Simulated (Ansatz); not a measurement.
One crystal and one scan (scan of one atom of the cell) at two levels, PBE (plane waves to 420 eV, PAW, scalar-relativistic; Ansatz, a quantum-chemistry and plane-wave program) and r2SCAN (plane waves to 500 eV, PAW, scalar-relativistic; Ansatz), each from its own relaxed cell and on its own mesh. The cell shown is that of PBE.

Relaxed TiSi2 (C49 type, space group Cmcm):

```xyz
6
Lattice="1.7730 -6.7825 0.0000 1.7730 6.7825 0.0000 0.0000 0.0000 3.5797" Properties=species:S:1:pos:R:3 pbc="T T T"
Si     1.7730    -5.9800     2.6848
Si     1.7730     5.9800     0.8949
Si     1.7730     3.3875     2.6848
Si     1.7730    -3.3875     0.8949
Ti     1.7730    -1.3999     2.6848
Ti     1.7730     1.3999     0.8949
```

Scan: atom 1 (Si, nearest neighbour Si at 2.404 Å; its periodic images, 3.5 Å or more away, move with it) is displaced along Cartesian [110], direction (0.707, 0.707, 0.000) in Cartesian axes, by s. The other atoms stay.

Energies are smeared free energies. The PAW data are Ansatz's earlier set. This is one of several known forms of TiSi2; the measured ambient cells at hand have space group No. 70. TiSi2 is run without spin polarisation. TiSi2 was relaxed with its symmetry unable to fall. With partly filled bands, energies and forces of such displacements shift with the k mesh and the smearing. Percentages come from the unrounded values. Both scans cover s from -0.480 to 0.480 Å.

```
quantity                                                            PBE  r2SCAN     PBE − r2SCAN
----------------------------------------------------------------  -----  ------  ---------------
Lattice constant a (Å)                                            3.546   3.527  +0.019 (+0.5 %)
Lattice constant b (Å)                                            13.57   13.52   +0.05 (+0.3 %)
Lattice constant c (Å)                                            3.580   3.566  +0.014 (+0.4 %)
Relaxed volume (Å³/atom)                                          14.35   14.17   +0.18 (+1.2 %)
Energy at s = 0.480 Å (meV/cell)                                    921     983     -62 (-6.3 %)
Force along the line at s = -0.480 Å (eV/Å)                       4.388   4.706  -0.318 (-6.8 %)
Force constant k = d²E/ds² at s = 0 (finite differences) (eV/Å²)   8.34    8.96   -0.62 (-6.8 %)
```

PBE gives the higher value for: lattice constant a; lattice constant b; lattice constant c; relaxed volume. PBE gives the lower value for: energy at s = 0.480 Å; force along the line at s = -0.480 Å; force constant k = d²E/ds² at s = 0. Both give the same symmetry of the curve: not even: the negative side lies higher at ±0.480 Å.

ΔE (meV/cell), each from the undisplaced structure of its own level:

```tsv
s (Å)	PBE	r2SCAN
-0.480	1003	1075
-0.384	631	677
-0.288	351	377
-0.192	155	166
-0.096	39	41
0.000	0	0
0.096	38	41
0.192	152	163
0.288	340	364
0.384	597	638
0.480	921	983
```

(A displaced cell: forces are minus the slopes of the energy, force constants its curvatures, and phonons follow from these.)
